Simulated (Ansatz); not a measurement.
SCF settings study, Ni

The cell (1 atom) is Ni as an experimental structure (space group Fm-3m). The computed pressure is over 10 GPa in size, so the cell is far from the computed equilibrium volume. Source: COD entry 2102266, which need not be the ambient phase.

```yaml
crystal:
  lattice:
    - [0.00000, 1.77105, 1.77105]
    - [1.77105, 0.00000, 1.77105]
    - [1.77105, 1.77105, 0.00000]
  atoms:
    - { symbol: Ni, position: [0.00000, 0.00000, 0.00000] }
```

Site labels below count the atoms in this order, from 1.

Computed with DFT, r2SCAN, PAW, plane waves, scalar-relativistic in Ansatz development build ahead of 0.2.0.

* Plane-wave cutoff: 500 eV
* k-point mesh: 13×13×13 (Γ-centred)
* Occupations: Gaussian smearing, 0.05 eV
* Spin: off

The starting density is a sum of atomic densities corrected by a trained network, so it is already close to self-consistency.

Spin is off, though the compound may be magnetic.

Command:
```sh
ansatz run input.yaml --threads 2 --pin off --max-ram 5120MiB --backend cpu --events-out ev --progress --plain --runs-dir out
```

Machine: 2 threads of Arm Neoverse V1, on a shared host.

Each row changes the named settings. The search for lower states is off throughout, and rows that name a mixer don't switch to direct minimisation unless they say so. “A, then B” is a new run with the settings A changed by B. Counts include iterations that the program adds to test a close or to solve more bands, and some failed runs stop two short of their limit.

| settings | iteration limit | outcome | wall time (s) | result against the default run |
| --- | --- | --- | --- | --- |
| default SCF settings | default | converged in 8 iterations | 1.9 | reference |
| linear mixing, β 0.2, no preconditioner | 80 | converged in 26 iterations | 2.4 | the same free energy, pressure -13.2 GPa against -13.3 |
| misspelt key scf.maxiter | default | input refused | 0.02 | YAML parse error: error: line 18 column 3: unknown field `maxiter`, expected one of max_iter, algorithm, n_extra_bands, self_checks, convergence, lower_state_search, omitted_lower_state_checks, lower_solution_reach, mixing, [...] |
| fixed occupations | 80 | converged in 9 iterations | 1.6 | free energy shifted by +198 meV/atom, zero-width estimate shifted by +196 meV/atom, but the bands overlap, so whole fillings don't suit this cell, pressure -9.1 GPa against -13.3 |
| density-residual threshold 1e-11 eV | default | converged in 10 iterations | 1.6 | the same free energy, pressure -13.2 GPa against -13.3 |
| cutoff 350 eV | 80 | converged in 7 iterations | 1 | free energy shifted by +17.0 meV/atom, pressure -13.2 GPa against -13.3 |
| Fermi–Dirac width 0.0005 eV, no switch to direct minimisation | 80 | converged in 8 iterations | 1.4 | free energy shifted by +2.3 meV/atom, zero-width estimate unchanged |
| Gaussian smearing, width 1.2 eV | 80 | converged in 9 iterations | 1.4 | free energy shifted by -601 meV/atom, zero-width estimate shifted by -133 meV/atom, so these numbers say nothing of the material, pressure -6.9 GPa against -13.3 |
| cold smearing, width 0.8 eV | 80 | converged in 8 iterations | 1.3 | free energy shifted by +26.1 meV/atom, zero-width estimate shifted by -14.7 meV/atom, so these numbers say nothing of the material, pressure -15.5 GPa against -13.3 |
| linear mixing, β 0.5, no preconditioner | 80 | not converged after 80 iterations | 14 | cycles |
| linear mixing, β 0.5, no preconditioner, then mixing history raised to 8 | 80 | converged in 7 iterations | 1.3 | the same free energy, pressure -13.2 GPa against -13.3 |
| linear mixing, β 0.5, no preconditioner, then β lowered to 0.125 | 80 | converged in 43 iterations | 3.5 | the same free energy, pressure -13.2 GPa against -13.3 |
| linear mixing, β 0.5, no preconditioner, then Kerker preconditioner added | 80 | converged in 13 iterations | 1.8 | the same free energy, pressure -13.2 GPa against -13.3 |
| linear mixing, β 0.5, no preconditioner, then a switch to direct minimisation allowed after 20 iterations, with a limit of 80 | 80 | converged in 26 iterations | 7.3 | the same free energy, pressure -13.2 GPa against -13.3 |
| Fermi–Dirac width 0.003 eV, no switch to direct minimisation | 80 | converged in 8 iterations | 1.4 | free energy shifted by +2.2 meV/atom, zero-width estimate unchanged |

With the default settings (MSR1 mixing, preconditioner none) the run converges, with no gap on the k-mesh. At the default threshold and band count the same state takes 7 iterations at best (“linear mixing, β 0.5, no preconditioner, then mixing history raised to 8”) and 43 at worst (“linear mixing, β 0.5, no preconditioner, then β lowered to 0.125”). 2 of 15 runs gave no result.
